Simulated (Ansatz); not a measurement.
InP in space group Pm-3n (No. 223; In on 6c, P on 6d), r²SCAN (plane waves, PAW; program Ansatz). The conduction-band minimum lies at Γ, with 1 equivalent valley. Second derivatives d²E/dk² of the lowest band at one valley (eV·Å²), along Cartesian directions:

| direction | d²E/dk² |
|---|---|
| [100] | 88.00 |
| [010] | 88.00 |
| [001] | 88.00 |
| [110] | 88.17 |
| [101] | 88.17 |
| [011] | 88.17 |

### Question
Find the principal effective masses, the density-of-states mass and the conductivity mass.

### Answer
Off-diagonal terms follow from H_xy = H[110] − (H_xx + H_yy)/2, and m*/mₑ = 7.620 eV·Å² over each eigenvalue: 0.086, 0.087, 0.087. One valley's DOS mass (m₁m₂m₃)^(1/3) = 0.087, conductivity mass 3/(Σ 1/mᵢ) = 0.087 mₑ.

### Question
What effective density of states Nc follows at 300 K for parabolic valleys?

### Answer
Nc = 2.509e19 × 1 × (0.087)^(3/2) ≈ 6.4e17 cm⁻³.

The start of the workflow was typed in or built on a structure type; neither database checked (COD, Materials Project) lists it. It is not the phase usual at ambient conditions (space group No. 216). Symmetry was held in the r²SCAN relaxation; whether a distortion lowers the energy is not shown. The volume moved by 28 % from the start of the relaxation. Spin–orbit coupling is left out wherever it is not named.

Potentials: the later of the program's two PAW sets.

Edges and masses are those of Kohn–Sham bands, whose gap is no quasiparticle gap.
